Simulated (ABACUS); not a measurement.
Band structure of a model cell of Hg (Fd-3m, 2 atoms in the cell; prototype structure).

```
CELL_PARAMETERS angstrom
      0.00000     3.24757     3.24757
      3.24757     0.00000     3.24757
      3.24757     3.24757     0.00000
ATOMIC_POSITIONS crystal
  Hg 0.75000 0.75000 0.75000
  Hg 0.50000 0.50000 0.50000
```

Level of theory: PBEsol, PseudoDojo 0.4 standard norm-conserving PBEsol (tails mended) pseudopotentials (plane waves; ABACUS).

Settings: KPT = Gamma 10 10 10 0 0 0; basis_type = pw; ecutwfc = 66 Ry; smearing_method = gaussian; smearing_sigma = 0.0199916 Ry; potentials = PseudoDojo 0.4 standard norm-conserving PBEsol (tails mended); symmetry = 1; symmetry_prec = 1e-05; ks_solver = dav; scf_nmax = 100; scf_thr = 1.0e-09 Ry; mixing_type = pulay; mixing_beta = 0.4.

The starting geometry comes from a prototype or from typed values, not from a relaxation at this level; it need not be a known phase. Spin-orbit coupling is left out, which matters for bands and gaps with elements this heavy.

Points are given in units of this cell's reciprocal vectors. Levels in eV from the Fermi level, bands 17 to 24:
```
point                    17     18     19     20     21    22    23    24
--------------------  -----  -----  -----  -----  -----  ----  ----  ----
Γ (0 0 0)             -6.58  -6.17  -6.17   3.47   5.20  5.20  5.20  6.51
X (0.5 0 0.5)         -6.07  -6.07  -3.61  -3.61   1.04  1.04  4.30  4.30
W (0.5 0.25 0.75)     -5.96  -5.96  -3.51  -3.51   0.23  0.23  7.51  7.51
K (0.375 0.375 0.75)  -6.04  -5.94  -3.92  -3.18  -0.24  1.62  4.62  7.21
L (0.5 0.5 0.5)       -6.17  -6.17  -4.74  -3.15   3.18  3.18  3.90  7.21
U (0.625 0.25 0.625)  -6.04  -5.94  -3.92  -3.18  -0.24  1.62  4.62  7.21
```

2 bands cross the Fermi level along this path, so the cell has no gap at this level.

“Tails mended”: in these copies of the files the far tail of each local potential was reset to the Coulomb form.
